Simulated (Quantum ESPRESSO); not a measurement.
Pb₂SeS is taken in the tetragonal space group P4/mmm (No. 123), Pearson symbol tP4. Lattice parameters: a = b = 4.2971 Å, c = 6.0924 Å, α = β = γ = 90.00°. S on 1b is coordinated by 6 Pb at 3.039–3.046 Å (octahedral). Se on 1c has 6 Pb at 3.039–3.046 Å (octahedral). Pb1 on 1a sees 4 Se at 3.039 Å and 2 S at 3.046 Å (octahedral). Pb2 on 1d has 4 S at 3.039 Å and 2 Se at 3.046 Å (octahedral). (Neighbours: up to the widest gap in distance over summed covalent radii, below 1.35, at either atom; cation-cation contacts left out.)

The geometry is that of Materials Project entry mp-1219943, symmetrised and not relaxed again.

Problem. What does PBEsol (pw.x of Quantum ESPRESSO, ONCV potentials, with spin-orbit coupling) give for the electronic structure near the Fermi level?

Solution. Along the path the PBEsol gap is only about 0.02 eV, below what this setup resolves reliably; no G0W0 run was built on it. Semilocal functionals shrink small gaps, and the order of the bands at the edge may be inverted. 

The structure is a Materials Project entry; no match was found in the copy of COD used, and its stability was not checked.
